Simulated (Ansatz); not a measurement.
## Computed properties of Sn$_{3}$O$_{4}$

Sn3O4:
```
Sn3O4
1.0
    7.69401     0.00000     0.00000
    0.00000     9.30378     0.00000
    0.00000     0.00000     3.23418
Sn O
6 8
Direct
  0.39464   0.31655   0.50000
  0.60536   0.68345   0.50000
  0.10536   0.81655   0.50000
  0.89464   0.18345   0.50000
  0.50000   0.00000   0.00000
  0.00000   0.50000   0.00000
  0.33212   0.17274   0.00000
  0.66788   0.82726   0.00000
  0.16788   0.67274   0.00000
  0.83212   0.32726   0.00000
  0.12222   0.39625   0.50000
  0.87778   0.60375   0.50000
  0.37778   0.89625   0.50000
  0.62222   0.10375   0.50000
```

Space group Pbam (No. 55); conventional cell a = 7.694 Å, b = 9.304 Å, c = 3.234 Å, α = 90.00°, β = 90.00°, γ = 90.00°.

Method: r²SCAN (plane waves, PAW; program Ansatz). The cell and atoms are relaxed at this level. Other levels are named where they apply.

**Cell and energy**

| Item | Value |
|---|---|
| Volume per atom | 16.54 Å³ |
| Density | 6.03 g/cm³ |
| Formation energy from the elements (no fitted shifts) | -141 kJ/mol-atom |

**Electronic structure**

| Item | Value |
|---|---|
| Band gap | 1.33 eV (indirect) |
| Valence-band maximum | on the T–Z line, 15 % of the way from T (k = 0.000, 0.427, -0.500 in fractions of the reciprocal vectors) |
| Conduction-band minimum | on the Γ–X line, 81 % of the way from Γ (k = 0.404, 0.000, 0.000 in fractions of the reciprocal vectors) (2 equivalent valleys) |
| Smallest direct gap on the standard path | 1.42 eV |
| Electron effective mass | 0.34, 0.42, 0.71 mₑ (principal values) |
| Hole effective mass | 0.52, 0.89, 1.3 mₑ (principal values) |

**Charges**

| Property | Value |
|---|---|
| Bader charges | Sn +1.36 to +2.53, O -1.33 to -1.29 e |

The start of the workflow was typed in or built on a structure type; neither database checked (COD, Materials Project) lists it. Whether it is the stable phase at ambient conditions was not checked. Symmetry was held in the r²SCAN relaxation; its stability against distortions is not shown here. The volume moved by 33 % from the start of the relaxation. The references are the lowest solids computed at this level, not always the standard phases (solids in place of the gases). Spin–orbit coupling is left out wherever it is not named.

Potentials: the earlier of the program's two PAW sets. The files were generated under PBE; for other functionals the program regenerates the frozen cores, and for LDA and PBEsol the local potential too.
